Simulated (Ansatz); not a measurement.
## Sb: strain and displacement

```xyz
2
Lattice="2.1506 1.2416 3.7440 -2.1506 1.2416 3.7440 0.0000 -2.4833 3.7440" Properties=species:S:1:pos:R:3 pbc="T T T"
Sb    0.0000    0.0000    2.6242
Sb    0.0000    0.0000    8.6078
```

Atoms are numbered in the order listed.

Structure: COD 9009654, as refined from experiment and not relaxed.

Spin–orbit coupling is left out, though it moves levels of the heavy atoms by tenths of an eV or more.

All numbers below come from DFT, PBEsol, PAW with Ansatz's default frozen-core files, scalar-relativistic (Ansatz 0.2.0).

Sampling and basis: a Γ-centred 9×9×9 k mesh, Fermi–Dirac smearing of 0.05 eV, cutoff 420 eV, no spin polarisation; the PAW files were made with PBE, and the program remakes their frozen cores for this functional.

The unchanged cell is at 0.42 GPa.

In a metal, stresses and small energies carry noise from the k mesh.

x, y and z are the Cartesian axes of the cell as listed; fractional coordinates follow a strain, and an engineering shear is twice the off-diagonal strain component.

Problem. With this change (equal xy, yz and zx engineering shear strains of -3 %), what becomes of the energy and stress and forces?

Solution. Energy change +8.5 meV/atom; stress change (xx, yy, zz, yz, xz, xy) -0.94, 0.98, 0.12, 1.84, 0.86, 0.25 GPa, compression positive; change of the force on Sb1 (0.083, 0.143, 0.008) eV/Å.

Problem. With this change (equal xy, yz and zx engineering shear strains of -1 %), what becomes of the energy and stress and forces?

Solution. Energy change +0.9 meV/atom; stress change (xx, yy, zz, yz, xz, xy) -0.31, 0.31, 0.01, 0.61, 0.30, 0.08 GPa, compression positive; change of the force on Sb2 (-0.026, -0.047, -0.001) eV/Å.

Problem. With this change (equal xy, yz and zx engineering shear strains of +2 %), what becomes of the energy and stress and forces?

Solution. Energy change +3.6 meV/atom; stress change (xx, yy, zz, yz, xz, xy) 0.60, -0.57, 0.04, -1.17, -0.59, -0.15 GPa, compression positive; change of the force on Sb1 (-0.050, -0.092, 0.004) eV/Å.

With equal xy, yz and zx engineering shear strains of -2 %: energy change +3.8 meV/atom; stress change (xx, yy, zz, yz, xz, xy) -0.62, 0.64, 0.05, 1.23, 0.59, 0.17 GPa, compression positive; change of the force on Sb2 (-0.054, -0.095, -0.003) eV/Å.

With equal xy, yz and zx engineering shear strains of +1 %: energy change +0.9 meV/atom; stress change (xx, yy, zz, yz, xz, xy) 0.30, -0.29, 0.01, -0.60, -0.30, -0.07 GPa, compression positive; change of the force on Sb1 (-0.025, -0.047, 0.001) eV/Å.

Problem. With this change (equal xy, yz and zx engineering shear strains of +3 %), what becomes of the energy and stress and forces?

Solution. Energy change +8.0 meV/atom; stress change (xx, yy, zz, yz, xz, xy) 0.87, -0.82, 0.08, -1.71, -0.87, -0.22 GPa, compression positive; change of the force on Sb1 (-0.074, -0.137, 0.009) eV/Å.
